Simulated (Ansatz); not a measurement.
# LaAl3Cu: La vacancy

Level of theory: PBEsol, no spin polarisation, scalar-relativistic; Ansatz, plane waves to 420 eV (PAW set soft_2), k-mesh 3×3×3.

The relaxed host crystal (no gap at this level of theory):

```xyz
5
Lattice="-2.1302 2.1302 5.2860 2.1302 -2.1302 5.2860 2.1302 2.1302 -5.2860" Properties=species:S:1:pos:R:3 pbc="T T T"
Al    0.0000    0.0000    4.2767
Al    2.1302    0.0000    2.6024
Al    0.0000    2.1302    2.6024
Cu    0.0000    0.0000    6.6754
La    0.0000    0.0000   10.5270
```

Supercell of 25 atoms, rows of the matrix [[-1,-2,-2],[-1,1,-1],[2,0,1]] times the cell vectors; La vacancy at (0.996, 0.996, 0.000) in fractions of the cell above. Atoms are relaxed at the host's cell. The cell loses 1 of its 5 La, so this is a heavily defective crystal.

Distances from the empty La site (Å), by shell of the perfect crystal:

| shell | perfect crystal | relaxed, charge 0 |
| --- | --- | --- |
| 4 Al | 3.16 | 2.99 |

```csv
charge,gap of the cell on the mesh (eV)
0,0.00
```

Formation energy of the neutral defect: 4.40 eV, taking atoms from and to the elements' standard states (no corrections for gases), so it belongs to those chemical potentials alone.

Relaxed cell at charge 0:

```
LaAl3Cu V_La charge 0
1.0
    -6.3906   -2.1302   -5.2860
     2.1302   -6.3906    5.2860
    -2.1302    6.3906    5.2860
Al Cu La
15 5 4
Direct
  0.4000 0.1930 0.9930
  0.2098 0.8042 0.2261
  0.0220 0.4261 0.4164
  0.5902 0.6164 0.7944
  0.7780 0.9944 0.6042
  0.4961 0.7385 0.2446
  0.3039 0.3485 0.4424
  0.0921 0.9397 0.6382
  0.7079 0.1461 0.0476
  0.9000 0.5535 0.8535
  0.6939 0.6424 0.5385
  0.5015 0.2476 0.7397
  0.2985 0.8382 0.9461
  0.9000 0.0535 0.3535
  0.1061 0.4446 0.1485
  0.4000 0.4189 0.2189
  0.1948 0.0356 0.4294
  0.9938 0.6294 0.6346
  0.6052 0.8346 0.0408
  0.8062 0.2408 0.8356
  0.1973 0.3906 0.7958
  0.0051 0.9958 0.9984
  0.6027 0.1984 0.3933
  0.7949 0.5933 0.1906
```

Caveats: small supercell, so energies and levels can be off by tenths of an eV; the atoms kept the symmetry of the start, so a distorted state could lie lower.
